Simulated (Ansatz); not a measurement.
Zr:
```cif
data_Zr3
_chemical_formula_sum 'Zr3'
_space_group_name_H-M_alt 'P6/mmm'
_space_group_IT_number 191
_space_group_name_Hall '-P 6 2'
_cell_length_a 5.03765
_cell_length_b 5.03765
_cell_length_c 3.15864
_cell_angle_alpha 90.000
_cell_angle_beta 90.000
_cell_angle_gamma 120.000
loop_
_atom_site_label
_atom_site_type_symbol
_atom_site_symmetry_multiplicity
_atom_site_Wyckoff_symbol
_atom_site_fract_x
_atom_site_fract_y
_atom_site_fract_z
_atom_site_occupancy
Zr1 Zr 1 a 0.00000 0.00000 0.00000 1
Zr2 Zr 2 d 0.33333 0.66667 0.50000 1
```

Relaxed at zero pressure with DFT-r²SCAN in the program Ansatz with PAW potentials.

**Question.** The volume is lowered by 3 % and shape and atoms relax at that volume. What pressure results, and how do the axes share the change?

**Answer.** 3.1 GPa; a -1.0 %, b -1.0 %, c -1.0 %; the energy rises by 7 meV/atom.

**Question.** Give the new structure.

**Answer.** 
Space group P6/mmm (No. 191); a = 4.986 Å, b = 4.986 Å, c = 3.128 Å, α = 90.00°, β = 90.00°, γ = 120.00°

```json
[
 {"atom": "Zr", "site": "1a", "symmetry": "6/mmm", "x": "0.0000", "y": "0.0000", "z": "0.0000"},
 {"atom": "Zr", "site": "2d", "symmetry": "-6m2", "x": "0.3333", "y": "0.6667", "z": "0.5000"}
]
```

The phase is kept; no other phase was compared at this pressure.

This is a known high-pressure phase of the composition, computed here at zero pressure and temperature. The cell was relaxed with r²SCAN under the symmetry of its start; its stability against distortions is not shown here. No spin polarisation was allowed. Axis ratios of metals converge slowly with the k-mesh, so a and c are less sure than the volume.

Potentials: the earlier of the program's two PAW sets.
